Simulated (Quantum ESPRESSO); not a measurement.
**Kohn-Sham bands of CsCl (rock salt)**

```yaml
crystal:
  lattice:
    - [0.00000, 3.50655, 3.50655]
    - [3.50655, 0.00000, 3.50655]
    - [3.50655, 3.50655, 0.00000]
  atoms:
    - { symbol: Cs, position: [0.00000, 0.00000, 0.00000] }
    - { symbol: Cl, position: [0.50000, 0.50000, 0.50000] }
```

Cell from Materials Project (mp-573697), symmetrised, no further relaxation. COD (Crystallography Open Database) has the formula in 2 space groups, this one among them (matched by group alone). Level: PBEsol, spinors with spin-orbit coupling; pw.x of Quantum ESPRESSO at 47 Ry with PseudoDojo potentials, 6×6×6 k-points, Wannier90. Density: 8×8×8 mesh, cold smearing 0.01 Ry.

List the Kohn-Sham levels between −8 and 7.7 eV relative to the valence-band maximum at the high-symmetry points, as a band run of pw.x on that density gives them (levels within 2 meV counted together).


```json
[
 {"point": "Γ", "k (reciprocal lattice)": "0.000 0.000 0.000", "levels (eV)": "-6.86 (×2), -5.21 (×4), -0.21 (×2), -0.04 (×4), 4.70 (×2), 6.87 (×4), 6.91 (×2)"},
 {"point": "X", "k (reciprocal lattice)": "0.500 0.000 0.500", "levels (eV)": "-7.05 (×2), -5.59 (×2), -5.41 (×2), -0.16 (×2), -0.08 (×2), 0.00 (×2), 5.36 (×2), 7.16 (×2)"},
 {"point": "U", "k (reciprocal lattice)": "0.625 0.250 0.625", "levels (eV)": "-7.01 (×2), -5.53 (×2), -5.36 (×2), -0.37 (×2), -0.22 (×2), -0.10 (×2), 6.05 (×2)"},
 {"point": "K", "k (reciprocal lattice)": "0.375 0.375 0.750", "levels (eV)": "-7.01 (×2), -5.53 (×2), -5.36 (×2), -0.37 (×2), -0.22 (×2), -0.10 (×2), 6.05 (×2)"},
 {"point": "L", "k (reciprocal lattice)": "0.500 0.500 0.500", "levels (eV)": "-6.89 (×2), -5.31 (×2), -5.22 (×2), -0.74 (×2), -0.47 (×2), -0.41 (×2), 6.80 (×2), 7.56 (×2)"},
 {"point": "W", "k (reciprocal lattice)": "0.500 0.250 0.750", "levels (eV)": "-7.02 (×2), -5.55 (×2), -5.34 (×2), -0.49 (×2), -0.12 (×2), -0.08 (×2), 6.70 (×2), 6.72 (×2)"}
]
```
